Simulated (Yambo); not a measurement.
```
CELL_PARAMETERS angstrom
      2.56460     1.48067     4.69462
     -2.56460     1.48067     4.69462
      0.00000    -2.96135     4.69462
ATOMIC_POSITIONS crystal
  O  0.22354 0.56323 0.94950
  O  0.77646 0.43677 0.05050
  O  0.56323 0.94950 0.22354
  O  0.43677 0.05050 0.77646
  O  0.94950 0.22354 0.56323
  O  0.05050 0.77646 0.43677
  Ti 0.85440 0.85440 0.85440
  Ti 0.14560 0.14560 0.14560
  Zn 0.63933 0.63933 0.63933
  Zn 0.36067 0.36067 0.36067
```

TiZnO3 (space group R-3, No. 148): mean Im ε in 1 eV windows above the direct gap of 5.02 eV, for different electron-hole kernels (Yambo, broadening 0.15 eV, norm-conserving PBEsol (Quantum ESPRESSO, 84 Ry, no spin-orbit coupling) bands; 4×4×4 mesh, 20 valence and 11 conduction bands, static screening with 89 bands and a 3 Ry block, scissor 1.89 eV, Tamm-Dancoff; field along x).

| window (eV) | independent quasiparticles | RPA (no attraction) | BSE |
|---|---|---|---|
| 5.0 to 6.0 | 5.7 | 4.1 | 7.1 |
| 6.0 to 7.0 | 7.3 | 6.7 | 5.1 |
| 7.0 to 8.0 | 5.6 | 4.9 | 7.5 |
| 8.0 to 9.0 | 7.5 | 6.1 | 4.0 |

This run doesn't resolve bound excitons or single peaks, so only averages are given, and they too depend on the mesh; weight that the attraction moves below the gap isn't listed. All transitions below 9.32 eV are in the band window. The scissor comes from a G0W0 run whose convergence isn't established.

Geometry of the Materials Project entry, not relaxed at this level.

The structure is a Materials Project entry; no match was found in the copy of COD used, and its stability was not checked.

With a shallow 3d shell G0W0 needs far more bands and larger blocks than here, so the scissor is uncertain by tenths of an eV or more.
